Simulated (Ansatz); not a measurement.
Data:

Cl:
```
Cl
1.0
    6.99879     0.00000     0.00000
   -3.49940     6.06113     0.00000
    0.00000     0.00000     2.30689
Cl
3
Cartesian
  0.00000   0.00000   0.00000
  0.00000   4.04075   1.15345
  3.49940   2.02038   1.15345
```

This is the PBE-relaxed structure.

All from PBE in the plane-wave PAW code Ansatz, unless another level is named. Give the electronic character.

metallic (no gap).

Give the density of states at the Fermi level.

1.8 states/eV per atom (mean over ±0.08 eV).

Space group P6/mmm. A made-up cell: these elements were put on the sites of a structure type; neither database checked (COD, Materials Project) lists it. It is not the usual solid phase (space group No. 64). Symmetry was held in the PBE relaxation; its stability against distortions is not shown here. The substance is a gas or liquid at ambient conditions. A crystal of weakly bound molecules computed without a dispersion correction: the cell and the soft elastic constants depend strongly on that. With an odd number of electrons in the cell and no spin polarisation, the count alone makes it a metal.

Potentials: the later of the program's two PAW sets.
